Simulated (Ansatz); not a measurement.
Given:

CaTiO3 (cubic perovskite)

```xyz
5
Lattice="3.8410 0.0000 0.0000 0.0000 3.8410 0.0000 0.0000 0.0000 3.8410" Properties=species:S:1:pos:R:3 pbc="T T T"
Ca     0.0000     0.0000     0.0000
Ti     1.9205     1.9205     1.9205
O      0.0000     1.9205     1.9205
O      1.9205     1.9205     0.0000
O      1.9205     0.0000     1.9205
```

The volume is varied about the relaxed value V₀ at fixed cell shape. Symmetry pins the atoms to their sites.

These are PBEsol (plane waves to 420 eV, PAW, scalar-relativistic; Ansatz, a quantum-chemistry and plane-wave program) values and carry that method's errors. k mesh 9×9×9 (Γ-centred), Fermi-Dirac smearing 0.05 eV. The energy includes the smearing's −TS. Stress and pressure are positive under compression. CaTiO3 is run without spin polarisation. CaTiO3 was relaxed with its symmetry unable to fall. This is a high-temperature form of CaTiO3. The zero of ΔE is the relaxed starting cell.

The scan covers V/V₀ from 0.940 to 1.060 in 9 points.

**Question.** What is the fitted pressure derivative B₀′?

**Answer.** 4.3.

**Question.** What bulk modulus B₀ follows from a third-order Birch-Murnaghan fit?

**Answer.** 190 GPa.

(A scan under strain: stresses follow from slopes of the energy per volume, elastic moduli from its curvatures.)
